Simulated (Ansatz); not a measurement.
CdTe (zinc blende), relaxed and computed with several functionals in Ansatz (plane waves, PAW).

```tsv
functional	a (Å)	gap (eV)	B₀ by P(V) fit (GPa)
LDA	6.409	0.61	46.2
HSE06	6.564	1.50	39.6
PBE	…	…	…
r²SCAN	6.558	1.16	40.3
```

Q: Some entries are withheld; supply them.

A: 
- PBE, a (Å): 6.618
- PBE, gap (eV): 0.58
- PBE, B₀ by P(V) fit (GPa): 35.1

All cells were relaxed under the symmetry of their starts (and spin orders); stability against distortions was not tested throughout. Spin–orbit coupling is left out wherever it is not named.

Potentials: the later of the program's two PAW sets.

Ansatz (an electronic-structure program) is a plane-wave DFT program.
